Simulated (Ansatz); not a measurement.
AlAs (zinc blende, F-43m), a = 5.629 Å, b = 5.629 Å, c = 5.629 Å, α = 90.00°, β = 90.00°, γ = 90.00°; the cell used has 2 atoms.

This is the LDA-relaxed structure.

All from plane-wave PAW LDA (Ansatz code), unless another level is named. Predict the formation energy from the elements (no fitted shifts).

-0.47 eV/atom.

Next, the smallest direct gap on the standard path?

1.98 eV.

Predict the hole effective mass, band 2 of 3 at the edge.

0.48 along [100], 0.48 along [110], 1.2 along [111] (mₑ).

Give the electron effective mass.

0.23, 0.23, 0.82 mₑ (principal values).

Predict the band gap.

1.32 eV (indirect).

Next, the valence-band maximum?

at Γ.

The cell was relaxed with LDA under the symmetry of its start. The references are the lowest solids computed at this level, not always the standard phases. Scalar-relativistic: spin–orbit coupling is off unless named, which matters more the heavier the elements.

Potentials: the earlier of the program's two PAW sets. The files were generated under PBE; for other functionals the program regenerates the frozen cores, and for LDA and PBEsol the local potential too.
